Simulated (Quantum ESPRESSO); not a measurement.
```cif
data_O16V4Y4
_chemical_formula_sum 'O16 V4 Y4'
_space_group_name_H-M_alt 'I41/amd :1'
_space_group_IT_number 141
_space_group_name_Hall 'I 4bw 2bw -1bw'
_cell_length_a 7.13470
_cell_length_b 7.13470
_cell_length_c 6.29670
_cell_angle_alpha 90.000
_cell_angle_beta 90.000
_cell_angle_gamma 90.000
loop_
_atom_site_label
_atom_site_type_symbol
_atom_site_symmetry_multiplicity
_atom_site_Wyckoff_symbol
_atom_site_fract_x
_atom_site_fract_y
_atom_site_fract_z
_atom_site_occupancy
O1 O 16 h 0.31539 0.00000 0.07545 1
V1 V 4 b 0.00000 0.00000 0.50000 1
Y1 Y 4 a 0.00000 0.00000 0.00000 1
```
(The calculation used a cell of 12 atoms; values per cell refer to that cell.)

The geometry is that of Materials Project entry mp-19133, symmetrised and not relaxed again.

What does PBEsol (pw.x of Quantum ESPRESSO, ONCV potentials, scalar-relativistic) give for the electronic structure near the Fermi level?

The PBEsol gap is direct, 2.89 eV at Γ. The 3d shell has no Hubbard U; the runs are without spin polarisation, and magnetic order was not tried.
